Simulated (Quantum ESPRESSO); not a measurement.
## Ti2NbO5F3 (input and log of a self-consistent run)

A calculation, not a measurement. The program is pw.x of Quantum ESPRESSO 7.5 (plane-wave density functional theory). The cell is made up: 11 atoms on a fluorite lattice with one site empty, with randomly drawn elements, strain and displacements, not relaxed. PseudoDojo standard norm-conserving files (v0.5 for PBE, v0.4.1 for LDA and PBEsol) set the functional; there is no spin polarisation, spin-orbit coupling or dispersion term, and the masses in the input are unused placeholders.

Input:

```
&control calculation='scf', pseudo_dir='./dojo.nc.sr.pbe.v0_5.standard.upf', outdir='./o', disk_io='medium', tprnfor=.true., tstress=.true. /
&system ibrav=0, nat=11, ntyp=4, nbnd=50, ecutwfc=84.00895049, nosym=.true., tot_charge=0,
 occupations='smearing', smearing='fd', degauss=0.0018374661
/
&electrons conv_thr=7.350e-09, electron_maxstep=60, /
ATOMIC_SPECIES
F 1.0 F.upf
Nb 1.0 Nb.upf
O 1.0 O.upf
Ti 1.0 Ti.upf
CELL_PARAMETERS angstrom
4.9349 -0.0517 0.0227
-0.0517 4.9289 0.0657
0.0227 0.0657 5.0033
ATOMIC_POSITIONS angstrom
Ti -0.0434 2.4871 2.5202
Ti 2.5261 -0.0457 2.517
Nb 2.4676 2.4191 0.0377
O 1.2455 1.239 1.2394
F 1.2228 1.2859 3.8057
O 1.1761 3.7087 1.319
F 1.1999 3.7154 3.7956
O 3.6815 1.1904 1.2717
O 3.725 1.2774 3.8252
F 3.6625 3.6644 1.3081
O 3.6966 3.7118 3.8334
K_POINTS automatic
5 5 4 1 1 1
```

The log is shortened where brackets say so; the opening notice, blank lines, dates and the lines on written files are dropped, and the path of the files is cut. It prints rydbergs, bohrs and kilobars, and counts compression as positive stress. With no partly filled state, the Fermi energy that it prints is only some level between the filled and the empty states on the mesh, and need not lie in the true gap.

```
     Program PWSCF v.7.5
     Parallel version (MPI & OpenMP), running on       1 processor cores
     Number of MPI processes:                 1
     Threads/MPI process:                     1
     [start-up lines left out]
     bravais-lattice index     =            0
     lattice parameter (alat)  =       9.3262  a.u.
     unit-cell volume          =     821.0094 (a.u.)^3
     number of atoms/cell      =           11
     number of atomic types    =            4
     number of electrons       =        88.00
     number of Kohn-Sham states=           50
     kinetic-energy cutoff     =      84.0090  Ry
     charge density cutoff     =     336.0358  Ry
     scf convergence threshold =      7.3E-09
     mixing beta               =       0.7000
     number of iterations used =            8  plain     mixing
     Exchange-correlation= PBE
                           (   1   4   3   4   0   0   0)
     [axes and pseudopotential details left out]
   Cartesian axes
     site n.     atom                  positions (alat units)
         1        Ti     tau(   1) = (  -0.0087939   0.5039489   0.5106557  )
         2        Ti     tau(   2) = (   0.5118512  -0.0092600   0.5100073  )
         3        Nb     tau(   3) = (   0.4999977   0.4901704   0.0076390  )
         4        O      tau(   4) = (   0.2523695   0.2510525   0.2511335  )
         5        F      tau(   5) = (   0.2477700   0.2605556   0.7711303  )
         6        O      tau(   6) = (   0.2383074   0.7514757   0.2672625  )
         7        F      tau(   7) = (   0.2431298   0.7528333   0.7690838  )
         8        O      tau(   8) = (   0.7459643   0.2412049   0.2576783  )
         9        O      tau(   9) = (   0.7547785   0.2588333   0.7750815  )
        10        F      tau(  10) = (   0.7421144   0.7424994   0.2650539  )
        11        O      tau(  11) = (   0.7490239   0.7521038   0.7767430  )
     number of k points=    50  Fermi-Dirac smearing, width (Ry)=  0.0018
                       cart. coord. in units 2pi/alat
        k(    1) = (   0.1004905   0.0995623   0.1215359), wk =   0.0400000
        k(    2) = (   0.0993214   0.0962624   0.3681829), wk =   0.0400000
     [further k points left out]
     Dense  grid:    85413 G-vectors     FFT dimensions: (  60,  60,  60)
     Estimated max dynamical RAM per process >     131.09 MB
     Initial potential from superposition of free atoms
     starting charge      87.9945, renormalised to      88.0000
     Starting wfcs are   62 randomized atomic wfcs
     total cpu time spent up to now is       24.6 secs
     per-process dynamical memory:    76.7 Mb
     Self-consistent Calculation
     iteration #  1     ecut=    84.01 Ry     beta= 0.70
     Davidson diagonalization with overlap
     ethr =  1.00E-02,  avg # of iterations =  2.0
     total cpu time spent up to now is       62.5 secs
     total energy              =    -672.49903838 Ry
     estimated scf accuracy    <       6.14448161 Ry
     iteration #  2     ecut=    84.01 Ry     beta= 0.70
     Davidson diagonalization with overlap
     ethr =  6.98E-03,  avg # of iterations =  7.7
     total cpu time spent up to now is      137.0 secs
     total energy              =    -664.21270985 Ry
     estimated scf accuracy    <     107.57510257 Ry
     iteration #  3     ecut=    84.01 Ry     beta= 0.70
     Davidson diagonalization with overlap
     ethr =  6.98E-03,  avg # of iterations =  7.7
     total cpu time spent up to now is      197.8 secs
     total energy              =    -675.92720738 Ry
     estimated scf accuracy    <       2.58215097 Ry
     iteration #  4     ecut=    84.01 Ry     beta= 0.70
     Davidson diagonalization with overlap
     ethr =  2.93E-03,  avg # of iterations =  3.3
     total cpu time spent up to now is      230.6 secs
     total energy              =    -676.08792236 Ry
     estimated scf accuracy    <       1.49865983 Ry
     iteration #  5     ecut=    84.01 Ry     beta= 0.70
     Davidson diagonalization with overlap
     ethr =  1.70E-03,  avg # of iterations =  1.2
     total cpu time spent up to now is      258.7 secs
     total energy              =    -675.89130683 Ry
     estimated scf accuracy    <       1.03233258 Ry
     [iterations 6 to 18 left out]
     iteration # 19     ecut=    84.01 Ry     beta= 0.70
     Davidson diagonalization with overlap
     ethr =  3.89E-09,  avg # of iterations =  5.8
     total cpu time spent up to now is      909.8 secs
     total energy              =    -675.98236311 Ry
     estimated scf accuracy    <       0.00000036 Ry
     iteration # 20     ecut=    84.01 Ry     beta= 0.70
     Davidson diagonalization with overlap
     ethr =  4.12E-10,  avg # of iterations =  2.8
     total cpu time spent up to now is      949.6 secs
     total energy              =    -675.98236310 Ry
     estimated scf accuracy    <       0.00000028 Ry
     iteration # 21     ecut=    84.01 Ry     beta= 0.70
     Davidson diagonalization with overlap
     ethr =  3.23E-10,  avg # of iterations =  1.7
     total cpu time spent up to now is      981.9 secs
     total energy              =    -675.98236309 Ry
     estimated scf accuracy    <       0.00000010 Ry
     iteration # 22     ecut=    84.01 Ry     beta= 0.70
     Davidson diagonalization with overlap
     ethr =  1.19E-10,  avg # of iterations =  5.7
     total cpu time spent up to now is     1029.0 secs
     total energy              =    -675.98236311 Ry
     estimated scf accuracy    <       0.00000002 Ry
     iteration # 23     ecut=    84.01 Ry     beta= 0.70
     Davidson diagonalization with overlap
     ethr =  2.37E-11,  avg # of iterations =  2.3
     total cpu time spent up to now is     1068.1 secs
     End of self-consistent calculation
          k = 0.1005 0.0996 0.1215 ( 10691 PWs)   bands (ev):
   -49.6062 -49.5533 -47.8543 -25.9750 -25.8813 -25.7510 -25.6718 -25.6612
   -25.5606 -24.0607 -23.8478 -23.6887 -15.4744 -15.1842 -14.8335  -8.9567
    -8.1989  -7.9865  -7.7952  -7.1251   1.2406   1.5522   1.9557   2.0626
     2.3044   2.7123   2.7513   3.2368   3.5978   4.2270   4.4360   4.6516
     5.2683   5.6824   5.8903   6.4867   6.6274   7.0062   7.1564   7.4417
     7.7074   8.2179   8.5050   8.9916   9.7154   9.8055  10.0346  10.0880
    10.1963  10.4095
     [levels at the other k points left out]
     the Fermi energy is     9.3452 ev
!    total energy              =    -675.98236311 Ry
     estimated scf accuracy    <          3.9E-09 Ry
     smearing contrib. (-TS)   =      -0.00000001 Ry
     internal energy E=F+TS    =    -675.98236310 Ry
     The total energy is F=E-TS. E is the sum of the following terms:
     one-electron contribution =    -224.60292724 Ry
     hartree contribution      =     158.02640755 Ry
     xc contribution           =    -135.21687501 Ry
     ewald contribution        =    -474.18896841 Ry
     convergence has been achieved in  23 iterations
     Forces acting on atoms (cartesian axes, Ry/au):
     atom    1 type  4   force =    -0.03215942   -0.05710247   -0.05464844
     atom    2 type  4   force =     0.03926684    0.05607751   -0.06486065
     atom    3 type  2   force =     0.03913380   -0.10333474    0.07540387
     atom    4 type  3   force =     0.03210300    0.05100884    0.04577382
     atom    5 type  1   force =     0.01911091    0.01581434   -0.03038581
     atom    6 type  3   force =     0.06054116   -0.02806616    0.05729388
     atom    7 type  1   force =     0.00752321   -0.00883258    0.00074936
     atom    8 type  3   force =    -0.02790641    0.05398824    0.05620423
     atom    9 type  3   force =    -0.06005764    0.03769881   -0.04261603
     atom   10 type  1   force =    -0.01095694   -0.00908029    0.01890152
     atom   11 type  3   force =    -0.06659849   -0.00817152   -0.06181574
     Total force =     0.267931     Total SCF correction =     0.000158
     Computing stress (Cartesian axis) and pressure
          total   stress  (Ry/bohr**3)                   (kbar)     P=     -128.54
  -0.00081439  -0.00014630   0.00045835         -119.80      -21.52       67.43
  -0.00014630  -0.00068160   0.00016477          -21.52     -100.27       24.24
   0.00045835   0.00016477  -0.00112540           67.43       24.24     -165.55
     init_run     :     22.67s CPU     24.42s WALL (       1 calls)
     electrons    :   1013.16s CPU   1043.51s WALL (       1 calls)
     forces       :      8.28s CPU      8.42s WALL (       1 calls)
     stress       :     29.09s CPU     29.27s WALL (       1 calls)
     [timing details left out]
     PWSCF        :  17m53.56s CPU  18m26.53s WALL
     JOB DONE.
```

In other units: free energy -9197.209 eV for the cell, pressure -12.85 GPa, largest force component 2.657 eV/Å. A rerun of this cell at a cutoff of 1467 eV and k mesh 7 x 7 x 6 moved values by no more than 0.002 eV in energy, 0.05 GPa in stress and 0.009 eV/Å in force.